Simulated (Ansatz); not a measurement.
AlNi (CsCl type)

```
CELL_PARAMETERS angstrom
      2.89266     0.00000     0.00000
      0.00000     2.89266     0.00000
      0.00000     0.00000     2.89266
ATOMIC_POSITIONS crystal
  Al 0.00000 0.00000 0.00000
  Ni 0.50000 0.50000 0.50000
```

In this cell atom 2 (Ni, nearest neighbour Al at 2.505 Å; its periodic images, 2.9 Å or more away, move with it) is moved by s along Cartesian [111], unit vector (0.577, 0.577, 0.577); all other atoms and the cell stay fixed.

Calculation: PBE (plane waves to 420 eV, PAW, scalar-relativistic; Ansatz, a program for electronic structure). k mesh 13×13×13 (Γ-centred), Fermi-Dirac smearing 0.05 eV. E stands for the smeared free energy. With partly filled bands, energies and forces of such displacements shift with the k mesh and the smearing. AlNi is run without spin polarisation. AlNi was relaxed with its symmetry unable to fall. The PAW data are Ansatz's earlier set. ΔE is measured from the undisplaced structure.

Successive frames, forces in eV/Å:

```csv
frame,ΔE (meV/cell),F on Al1,F on Ni2
s = 0.250 Å,190,"(0.938, 0.938, 0.938)","(-0.938, -0.938, -0.938)"
s = 0.200 Å,118,"(0.714, 0.714, 0.714)","(-0.714, -0.714, -0.714)"
s = 0.150 Å,65,"(0.515, 0.515, 0.515)","(-0.515, -0.515, -0.515)"
s = 0.100 Å,29,"(0.334, 0.334, 0.334)","(-0.334, -0.334, -0.334)"
```

Problem. What are the energy and the forces in the next frame, s = 0.050 Å?

Solution. ΔE (meV/cell) = 7.

| atom | Fx | Fy | Fz |
|---|---|---|---|
| Al1 | 0.164 | 0.164 | 0.164 |
| Ni2 | -0.164 | -0.164 | -0.164 |

(A displaced cell: forces are minus the slopes of the energy, force constants its curvatures, and phonons follow from these.)
